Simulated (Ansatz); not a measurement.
Computed with DFT PBE+D3(BJ), scalar-relativistic, plane waves, PAW (Ansatz). Settings: cutoff 420 eV, Γ-centred meshes spaced at most about 0.3 Å⁻¹, and about 0.25 Å⁻¹ or finer for metals (2π included), Gaussian smearing. No spin polarisation in the final relaxations.

Temperature and zero-point effects are left out. All come from trial cells, and lower structures may exist.

Problem. These unrelaxed guesses for P2Se2O are each relaxed within their symmetry. Order them by the energy at which they end, lowest first.
A.

```
P Se O
1.0
    -2.22807    2.22807    5.21096
     2.22807   -2.22807    5.21096
     2.22807    2.22807   -5.21096
P Se O
2 2 1
Direct
  0.61910 0.61910 0.00000
  0.38090 0.38090 0.00000
  0.25000 0.75000 0.50000
  0.75000 0.25000 0.50000
  0.00000 0.00000 0.00000
```

B.

```
P Se O
1.0
     4.71247    0.00000    0.00000
    -2.35624    4.08112    0.00000
     0.00000    0.00000    5.83576
P Se O
2 2 1
Direct
  0.00000 0.00000 0.17415
  0.00000 0.00000 0.82585
  0.33333 0.66667 0.00000
  0.66667 0.33333 0.00000
  0.00000 0.00000 0.50000
```

C.

```
P Se O
1.0
     4.44087    0.00000    0.00000
     0.00000    4.44087    0.00000
     0.00000    0.00000    6.56556
P Se O
2 2 1
Cartesian
  2.2204 2.2204 6.5382
  2.2204 2.2204 2.7870
  0.0000 0.0000 1.6456
  2.2204 2.2204 4.7559
  0.0000 0.0000 6.5362
```

D.

```
P Se O
1.0
     3.74423    0.00000    0.00000
     0.00000    3.74423    0.00000
     0.00000    0.00000    4.54490
P Se O
2 2 1
Cartesian
  1.8721 1.8721 0.1599
  0.0000 0.0000 4.2394
  1.8721 1.8721 2.2060
  0.0000 0.0000 1.3316
  0.0000 0.0000 2.6454
```

Solution. A (ends in I4/mmm, 0 meV/atom), D (ends in P4mm, 120 meV/atom), B (ends in P6/mmm, 0.59 eV/atom), C (ends in P4mm, 0.62 eV/atom).

A magnetic state wasn't ruled out in cells without spin, among them I4/mmm, P4mm at 18.9 Å³/atom. Cells relaxed within their symmetry can be saddle points. Some candidate types were left out of the draw beforehand, so a known form may be missing.
